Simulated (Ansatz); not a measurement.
Rb$_{2}$CuSbCl$_{6}$:
```
Rb2CuSbCl6
1.0
    0.00000     5.00799     5.00799
    5.00799     0.00000     5.00799
    5.00799     5.00799     0.00000
Rb Cu Sb Cl
2 1 1 6
Direct
  0.75000   0.75000   0.75000
  0.25000   0.25000   0.25000
  0.50000   0.50000   0.50000
  0.00000   0.00000   0.00000
  0.73848   0.26152   0.26152
  0.26152   0.73848   0.73848
  0.26152   0.73848   0.26152
  0.73848   0.26152   0.73848
  0.26152   0.26152   0.73848
  0.73848   0.73848   0.26152
```

x, y and z are the axes in which the lattice vectors are written.

Problem. Give the high-frequency dielectric tensor and the Born effective charge tensors of the independent atoms from DFPT, plane-wave PAW LDA (Ansatz code).

Solution. 
ε∞:
```
6.63  0.00  0.00
0.00  6.63  0.00
0.00  0.00  6.63
```
Z* of atom 1 (Rb), rows: field, columns: displacement, in e:
```
1.29  0.00  0.00
0.00  1.29  0.00
0.00  0.00  1.29
```
Z* of atom 3 (Cu), rows: field, columns: displacement, in e:
```
1.62  0.00  0.00
0.00  1.62  0.00
0.00  0.00  1.62
```
Z* of atom 4 (Sb), rows: field, columns: displacement, in e:
```
5.08  0.00  0.00
0.00  5.08  0.00
0.00  0.00  5.08
```
Z* of atom 5 (Cl), rows: field, columns: displacement, in e:
```
-3.14   0.00   0.00
 0.00  -0.75   0.00
 0.00   0.00  -0.75
```

Space group Fm-3m. The workflow started from a Materials Project entry (that database holds measured and hypothetical structures alike); the Crystallography Open Database copy checked does not list it. Whether it is the stable phase at ambient conditions was not checked. The cell was relaxed with LDA under the symmetry of its start; phonons show weakly imaginary modes. No spin polarisation was allowed. Scalar-relativistic: spin–orbit coupling is off unless named, which matters more the heavier the elements.

Potentials: the later of the program's two PAW sets.
